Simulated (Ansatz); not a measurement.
Starting cell, HfO2 (tetragonal-ZrO2 type, space group P4_2/nmc):

```
HfO2
1.0
    3.56753     0.00000     0.00000
    0.00000     3.56753     0.00000
    0.00000     0.00000     5.16669
Hf O
2 4
Direct
  0.00000   0.00000   0.00000
  0.50000   0.50000   0.50000
  0.00000   0.50000   0.20010
  0.00000   0.50000   0.70010
  0.50000   0.00000   0.29990
  0.50000   0.00000   0.79990
```

Scan: atom 5 (O, nearest neighbour Hf at 2.062 Å; its periodic images, 3.6 Å or more away, move with it) is displaced towards the nearest neighbour, direction (0.000, -0.865, 0.501) in Cartesian axes, by s. The other atoms stay.

Method: PBEsol (plane waves to 420 eV, PAW, scalar-relativistic; Ansatz, an electronic-structure program). k mesh 8×8×5 (Γ-centred), Fermi-Dirac smearing 0.05 eV. E stands for the smeared free energy. Left out: 2 of 11 points, with atoms too close for the PAW data. HfO2 is run without spin polarisation. HfO2 was relaxed with its symmetry unable to fall. Spin-orbit coupling is left out, though Hf is heavy. The PAW data are Ansatz's earlier set. This is a high-temperature form of HfO2. The zero of ΔE is the undisplaced structure.

```json
[
 {"s (Å)": "-0.410", "ΔE (meV/cell)": "1055"},
 {"s (Å)": "-0.328", "ΔE (meV/cell)": "714"},
 {"s (Å)": "-0.246", "ΔE (meV/cell)": "426"},
 {"s (Å)": "-0.164", "ΔE (meV/cell)": "202"},
 {"s (Å)": "-0.082", "ΔE (meV/cell)": "54"},
 {"s (Å)": "0.000", "ΔE (meV/cell)": "0"},
 {"s (Å)": "0.082", "ΔE (meV/cell)": "63"},
 {"s (Å)": "0.164", "ΔE (meV/cell)": "273"},
 {"s (Å)": "0.246", "ΔE (meV/cell)": "withheld"}
]
```

**Question.** Fit a polynomial form (powers 2, 3, 4) to the given rows and predict ΔE at s = 0.246.

**Answer.** Least squares on the 8 given rows: ΔE = (8704)·s² + (7958)·s³ + (4974)·s⁴, in meV/cell with s in Å; root-mean-square residual 0.4 meV/cell. At 0.246 the fit gives 663 meV/cell; the calculation gives 678 meV/cell, so the extrapolation is off by -15 (-2.2 %). The quadratic term alone would give 527 meV/cell.

(A displaced cell: forces are minus the slopes of the energy, force constants its curvatures, and phonons follow from these.)
